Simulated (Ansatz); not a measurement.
**Ga, one cell by several methods**

```
Ga
1.0
     2.25535   -3.82240    0.00000
     2.25535    3.82240    0.00000
     0.00000    0.00000    4.42637
Ga
4
Direct
  0.15250 0.84750 0.07850
  0.65250 0.34750 0.42150
  0.84750 0.15250 0.92150
  0.34750 0.65250 0.57850
```

Atom numbers follow the list: Ga1, Ga2, Ga3, Ga4.

The cell is COD entry 9008562, as deposited and not checked against the literature; nothing was relaxed. The listed cell was then made from it by scaling, straining or moving an atom.

All numbers are computed: DFT, PBEsol, PAW with Ansatz's default frozen-core files, scalar-relativistic (Ansatz 0.2.0); DFT, PBEsol, all-electron PAW with datasets made for the crystal, scalar-relativistic (Ansatz 0.2.0); DFT, PBEsol, all-electron LAPW, scalar-relativistic (Ansatz 0.2.0).

For PAW: a Γ-centred 9×9×8 k mesh, Fermi–Dirac smearing of 0.05 eV, cutoff 420 eV, no spin polarisation; the PAW files were made with PBE, and the program remakes their frozen cores for this functional. The crystal-made all-electron datasets (AE datasets) take a cutoff of 320 eV at this cell. LAPW targets a basis error of 1 meV/atom. The Ansatz runs share mesh, smearing and spin set-up. Plane-wave (PAW) pressures include the program's estimate of the Pulay term.

Stress and pressure are positive in compression.

| quantity | PAW | AE datasets | LAPW |
| --- | --- | --- | --- |
| pressure (GPa) | -0.04 | -0.01 | -0.01 |
| stress xx (GPa) | -0.64 | -0.60 | -0.60 |
| stress yy (GPa) | 0.62 | 0.63 | 0.63 |
| stress zz (GPa) | -0.11 | -0.07 | -0.07 |
| force on Ga1, y (eV/Å) | -0.377 | -0.375 | -0.375 |

PAW's pressure differs from the LAPW value by -0.03 GPa. Datasets made for the crystal and LAPW share parts of one code, so their agreement isn't an independent check.
